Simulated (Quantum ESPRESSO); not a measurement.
**Kohn-Sham bands of Ta2Si (I4/mcm)**

```
CELL_PARAMETERS angstrom
     -3.08777     3.08777     2.52364
      3.08777    -3.08777     2.52364
      3.08777     3.08777    -2.52364
ATOMIC_POSITIONS crystal
  Ta 0.66359 0.83641 0.50000
  Ta 0.33641 0.16359 0.50000
  Ta 0.83641 0.33641 0.17282
  Ta 0.16359 0.66359 0.82718
  Si 0.25000 0.25000 0.00000
  Si 0.75000 0.75000 0.00000
```

Structure: Materials Project mp-2783, symmetrised, not relaxed again. Not found in the COD (Crystallography Open Database) copy used; not checked further. Method: PBEsol plane waves in Quantum ESPRESSO 7.5 (PseudoDojo norm-conserving files, 47 Ry, no spin polarisation, no spin-orbit coupling), Bloch states on a 4×4×4 mesh through Γ, Wannier90 4.0.1. Density: 8×8×8 mesh, cold smearing 0.01 Ry. Spin-orbit coupling is left out although heavy elements are present.

### Question
List the Kohn-Sham levels between −8 and 3.0 eV relative to the Fermi level at the high-symmetry points, as a band run of pw.x on that density gives them (levels within 2 meV counted together).

### Answer
```
point  k (reciprocal lattice)                                                                                                            levels (eV)
-----  ----------------------  ---------------------------------------------------------------------------------------------------------------------
Γ           0.000 0.000 0.000                -7.45, -4.97, -4.79, -4.28 (×2), -2.51 (×4), -2.47, -2.02, 0.16, 0.23, 0.92, 1.30 (×2), 1.55 (×2), 1.64
X           0.000 0.000 0.500       -7.29, -6.71, -6.05, -3.73, -3.66, -3.50, -3.30, -2.72, -2.14, -1.94, -1.47, -0.19, 0.00, 0.08, 0.63, 1.32, 1.79
M          -0.500 0.500 0.500      -7.18, -6.34 (×2), -5.74, -3.64 (×2), -3.28, -2.26, -1.45, -1.06, -1.02 (×2), -1.01, -0.25, 0.23, 0.71 (×2), 2.70
Z          0.417 0.417 -0.417  -6.27 (×2), -4.79, -3.50 (×2), -3.46, -2.32, -1.42, -1.12, -0.96 (×2), -0.70, -0.27, 0.42 (×2), 0.92, 1.71, 2.98 (×2)
Z_0        -0.417 0.583 0.417  -6.27 (×2), -4.79, -3.50 (×2), -3.46, -2.32, -1.42, -1.12, -0.96 (×2), -0.70, -0.27, 0.42 (×2), 0.92, 1.71, 2.98 (×2)
P           0.250 0.250 0.250                -5.73 (×2), -3.56 (×2), -2.76 (×2), -2.14 (×2), -1.91 (×2), -1.10 (×2), 0.73 (×2), 1.80 (×2), 2.87 (×2)
N           0.000 0.500 0.000                -5.23 (×2), -4.25 (×2), -2.52 (×2), -2.02 (×2), -1.96 (×2), -1.07 (×2), 0.69 (×2), 1.87 (×2), 2.76 (×2)
```
